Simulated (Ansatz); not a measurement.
# ScHg (Pm-3m): what a change of settings does

```yaml
crystal:
  lattice:
    - [3.42630, 0.00000, 0.00000]
    - [0.00000, 3.42630, 0.00000]
    - [0.00000, 0.00000, 3.42630]
  atoms:
    - { symbol: Sc, position: [0.50000, 0.50000, 0.50000] }
    - { symbol: Hg, position: [0.00000, 0.00000, 0.00000] }
```

The conventional cell has a = 3.426 Å, b = 3.426 Å, c = 3.426 Å, α = 90.00°, β = 90.00°, γ = 90.00°. Around Sc (atom 1) lie 8 Hg at 2.97 Å. Around Hg (atom 2) lie 8 Sc at 2.97 Å.

Level of theory, where no other is named: LDA, PAW on Ansatz 0.2.0's default frozen-core files (fitted under PBE), scalar-relativistic. k mesh 14×14×14, strains of ±0.005, Fermi-Dirac smearing of 0.100 eV, cutoff 420 eV. The cell was relaxed by PAW under this functional, which moved its volume by -5 % from the database entry's.

With these settings the run gives C11 = 116.2, C44 = 56.8 GPa and B_V = 96.5 GPa (relaxed ions).

(1) The run is repeated in the same cell with scf.occupations.width from 0.1 to 0.025. What moves, and by how much?

## Answers

(1) C11: -5.93 %; C44: -6.21 %; B_V: +0 %.

Keep in mind: frozen-core PAW files fitted under PBE, their cores solved anew for the functional of the run; responses of metals move with mesh and smearing; no spin-orbit coupling on heavy atoms; the softest shear constant rests on one k mesh, and a soft shear can herald a distortion on cooling.
